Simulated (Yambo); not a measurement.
**Convergence of the G0W0 gap of AgCl**

G0W0@PBEsol for AgCl (rock salt, space group Fm-3m, No. 225) in Yambo. Reference settings: 4×4×4 Γ-centred k mesh, bands 9 to 200 and a 10 Ry block in the screening, 200 bands in G with the Bruneval-Gonze terminator, plasmon pole fitted at 27.2 eV. The PBEsol gap L → Γ on this mesh is 0.69 eV; G0W0 gaps are taken between the same points.

| change from the reference | G0W0 gap L → Γ (eV) | shift of the valence edge (eV) |
|---|---|---|
| reference settings | 2.24 | -1.12 |
| 1 Ry block | 2.90 | -1.31 |
| 4 Ry block | 2.14 | -0.98 |
| pole fitted at 40 eV | 2.23 | -1.18 |
| 78 bands in G, no terminator | 1.97 | -0.52 |
| 128 bands in G, no terminator | 2.03 | -0.78 |

The reference isn't shown to be the converged limit.

Spin-orbit coupling is included.

Geometry relaxed with PBEsol; primitive cell a = b = c = 3.852 Å, α = β = γ = 60.00°.

A shift is the quasiparticle energy of the state minus its PBEsol energy.
